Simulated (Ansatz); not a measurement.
HgO:
```xyz
2
Lattice="3.0203 0.0000 0.0000 0.0000 3.0203 0.0000 0.0000 0.0000 3.0203" Properties=species:S:1:pos:R:3 pbc="T T T"
Hg     0.0000     0.0000     0.0000
O      1.5101     1.5101     1.5101
```

Relaxed with PBE. Special points in fractions of this cell's reciprocal vectors: Γ (0.000, 0.000, 0.000); X (0.000, 0.500, 0.000); M (0.500, 0.500, 0.000); R (0.500, 0.500, 0.500).

### Question
List the band energies nearest the Fermi level at these points for plane-wave PAW PBE (Ansatz code).

### Answer
In eV from the Fermi level; about four levels below and three above (degenerate sets whole), none deeper than 8.9 eV; … stands for higher levels left out; points with the same levels are listed once.

```tsv
k	below	above
Γ	-3.40 -1.17 -1.17 -1.17	…
X	-5.80 -5.80 -4.74 -3.40	0.06 0.06 3.69
M	-4.25 -3.52 -3.52 -0.57	1.53 …
R	-4.21 -4.21 -0.27 -0.27 -0.27	…
```

Space group Pm-3m (CsCl type). The cell is a constructed one: a structure type filled with these elements; neither database checked (COD, Materials Project) lists it. COD files the formula under space group No. 44, 62, so this cell is another polymorph or a model. Its standing as an ambient phase is unchecked. The cell was relaxed with PBE under the symmetry of its start; whether a distortion lowers the energy is not shown. Spin–orbit coupling is left out wherever it is not named.

Potentials: the later of the program's two PAW sets.
